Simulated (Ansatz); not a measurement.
A relaxed structure of CdSe. Calculation: PBEsol (plane waves to 420 eV, PAW, scalar-relativistic; Ansatz, a first-principles code).

```
CELL_PARAMETERS angstrom
      4.30099     0.00000     0.00000
     -2.15049     3.72476     0.00000
      0.00000     0.00000    21.06452
ATOMIC_POSITIONS crystal
  Cd 0.00000 0.00000 0.99978
  Cd 0.00000 0.00000 0.49978
  Cd 0.66667 0.33333 0.83316
  Cd 0.33333 0.66667 0.33316
  Cd 0.66667 0.33333 0.16655
  Cd 0.33333 0.66667 0.66655
  Se 0.00000 0.00000 0.87461
  Se 0.00000 0.00000 0.37461
  Se 0.66667 0.33333 0.70811
  Se 0.33333 0.66667 0.20811
  Se 0.66667 0.33333 0.04149
  Se 0.33333 0.66667 0.54149
```

**Question.** Determine the symmetry and give the standard cell with its independent sites.

**Answer.** Space group P6₃mc (No. 186); a = b = 4.3010 Å, c = 21.0645 Å, α = β = 90.00°, γ = 120.00°

```tsv
atom	site	symmetry	x	y	z
Cd	2a	3m.	0.0000	0.0000	0.4998
Cd	2b	3m.	0.3333	0.6667	0.3332
Cd	2b	3m.	0.6667	0.3333	0.1665
Se	2a	3m.	0.0000	0.0000	0.3746
Se	2b	3m.	0.3333	0.6667	0.2081
Se	2b	3m.	0.6667	0.3333	0.0415
```

This is the AFLOW prototype AB_hP12_186_a2b_a2b (B6, as in SiC).

**Question.** Give the shortest distances between elements (the closest pairs, up to four, under 3.6 Å).

**Answer.** Cd–Se 2.63 Å.

| Quantity | Result |
|---|---|
| Volume per atom | 28.12 Å³ |
| Density | 5.65 g/cm³ |
| Band gap | 0.50 eV, direct at Γ (no spin-orbit coupling) |

No spin polarisation in the result.

The run could not lose the symmetry of its start.

The first start was generated by placing the elements on the sites of a structure type. A measured structure of CdSe has the same space group, P6₃mc (No. 186); the sites were not compared with it.
